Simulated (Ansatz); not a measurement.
The cell is an ordered 4-atom cell of LiTlSe₂ on the zincblende lattice (P-4m2); cell and atoms were relaxed with r2SCAN. Space group P-4m2 (No. 115), tetragonal; conventional cell a = 4.264 Å, c = 5.980 Å, 27.18 Å³ an atom. Li has 4 Se at 2.53 Å; Se has 2 Li at 2.53 Å and 2 Tl at 2.68 Å; Tl has 4 Se at 2.68 Å.

3 runs of the plane-wave code Ansatz on this cell differ in the functional (and in the settings that go with it). Levels are in eV from each run's valence top; v1 is the last filled band, c1 the first empty one.

Run A, mean stress 0.0 GPa (compression positive):

| point | v4 | v3 | v2 | v1 | c1 | c2 |
| --- | --- | --- | --- | --- | --- | --- |
| Γ | -1.71 | -0.22 | 0.00 | 0.00 | 0.71 | 3.63 |
| X | -2.12 | -1.69 | -0.98 | -0.46 | 2.47 | 5.82 |
| M | -2.04 | -1.72 | -1.72 | -1.10 | 1.85 | 3.63 |

Run B, mean stress -1.2 GPa (compression positive):

| point | v4 | v3 | v2 | v1 | c1 | c2 |
| --- | --- | --- | --- | --- | --- | --- |
| Γ | -1.86 | -0.15 | 0.00 | 0.00 | 1.95 | 4.97 |
| X | -2.24 | -1.85 | -0.95 | -0.61 | 3.95 | 7.31 |
| M | -2.25 | -1.83 | -1.83 | -1.30 | 3.24 | 4.94 |

Run C, mean stress +1.3 GPa (compression positive):

| point | v4 | v3 | v2 | v1 | c1 | c2 |
| --- | --- | --- | --- | --- | --- | --- |
| Γ | -1.68 | -0.23 | 0.00 | 0.00 | 0.44 | 3.27 |
| X | -2.10 | -1.67 | -0.97 | -0.45 | 2.19 | 5.38 |
| M | -1.99 | -1.70 | -1.70 | -1.08 | 1.60 | 3.26 |

Q: Match the runs to PBE, r2SCAN, r2SCAN0.

A: A is r2SCAN, B is r2SCAN0, C is PBE. In order of the gap: PBE 0.44, r2SCAN 0.71, r2SCAN0 1.95 eV. The stress vanishes for r2SCAN, which relaxed the cell.

The cell comes from a prototype generator: it can be a known phase or a hypothetical one. Spin polarisation is off.

Spin-orbit coupling is left out; in compounds of Pb, Bi, Tl or Hg it can lower a gap by up to about 1 eV, split its edges or invert the bands.

The program warns that its thresholds are loose for a hybrid's stress.

The meshes of the hybrids are coarse, so their gaps aren't converged to the digits shown.
